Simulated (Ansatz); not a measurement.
Computed with Ansatz, not measured. Plane-wave DFT: an element X is put into a periodic supercell of the crystal below and the atoms relax. X is one of the candidates, and is told by the neutral defect's formation energy over the elements (uncorrected), its moments where the run had spin, and its relaxed neighbours, eight at most.

```
cell
1.0
     2.5946    1.4980    8.4871
    -2.5946    1.4980    8.4871
     0.0000   -2.9960    8.4871
La Mg Y
1 6 1
Direct
  0.0000 0.0000 0.0000
  0.3773 0.3773 0.3773
  0.8730 0.8730 0.8730
  0.1270 0.1270 0.1270
  0.6227 0.6227 0.6227
  0.7508 0.7508 0.7508
  0.2492 0.2492 0.2492
  0.5000 0.5000 0.5000
```

host atoms in supercell: 32
functional: PBEsol
wave cutoff: 420 eV
k mesh: 3, 3, 3
k shift: 0, 0, 0 mesh steps
gaussian smearing: 0.05 eV
start displacement: 0 angstrom
electrons started on: no chosen atoms
candidate elements: F, P, S, Sc, Fe, Br
found formation energy: 0.371 eV
found largest move from host sites: 0.067 angstrom

```json
{"supercell vector": "A", "supercell times a (host cell vectors)": "2", "supercell times b (host cell vectors)": "0", "supercell times c (host cell vectors)": "-2"}
{"supercell vector": "B", "supercell times a (host cell vectors)": "2", "supercell times b (host cell vectors)": "-2", "supercell times c (host cell vectors)": "0"}
{"supercell vector": "C", "supercell times a (host cell vectors)": "1", "supercell times b (host cell vectors)": "-1", "supercell times c (host cell vectors)": "-1"}
```

| change element | change kind | change place a (host cell vectors) | change place b (host cell vectors) | change place c (host cell vectors) |
| --- | --- | --- | --- | --- |
| X | on Y | 2.5 | -1.5 | -1.5 |

```tsv
found neighbour element	found neighbour distance (angstrom)
Mg	3.058
Mg	3.058
Mg	3.1
Mg	3.1
Mg	3.1
Mg	3.1
Mg	3.1
Mg	3.1
```

Problem. Which element is X?

Solution. Sc.

Caveats: the atoms kept the symmetry of the start, so a distorted state could lie lower; the supercell is small.
